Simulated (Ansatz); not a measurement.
What DFT gives for LuTl2S4Br

```
Lu Tl S Br
1.0
     4.24967    0.00000    0.00000
     0.00000    4.24967    0.00000
     0.00000    0.00000   10.09086
Lu Tl S Br
1 2 4 1
Direct
  0.00000 0.00000 0.00000
  0.50000 0.50000 0.72930
  0.50000 0.50000 0.27070
  0.50000 0.00000 0.85400
  0.00000 0.50000 0.85400
  0.50000 0.00000 0.14600
  0.00000 0.50000 0.14600
  0.00000 0.00000 0.50000
```

Level: PBE, no spin polarisation; 420 eV; 8×8×4 Γ-centred mesh; fermi-dirac occupations (width 0.0506 eV); Ansatz 0.2.0, fixed geometry.

**At the Fermi level.** It is a metal, with about 4.5 states/eV a cell as the mean within 0.25 eV of the Fermi level, mostly S p (63 %) and Tl s (13 %).
**Forces.** The largest is on Tl2 (and as large on other atoms): 3.79 eV/Å, components (0.00, 0.00, -3.79). It makes 121° with the line to a nearest neighbour, S4 at 2.47 Å.
**Charges.** Bader charges in e: Lu +1.78, Tl +0.83, S -0.71, Br -0.60. In the mean Lu gives up most and S takes most.
**Stress.** The pressure is 19.4 GPa (compression positive), so with the atoms held at these fractions the cell would first expand; the forces are large, so a full relaxation may end otherwise. The principal stresses 12.7, 22.7, 22.7 GPa differ, so its shape would change too.
**Formation energy.** -0.08 eV an atom against the elements' usual phases (free molecules for gases, crystals otherwise, with no correction for O₂ or N₂), so it is bound against them; other compounds may still compete. Relaxing would lower it.

Origin: a known structure type with other elements, at an estimated volume, so it need not be a known compound. Caveats: many states at the Fermi level without spin polarisation, so a magnetic state may lie lower; atoms or cell far from equilibrium.
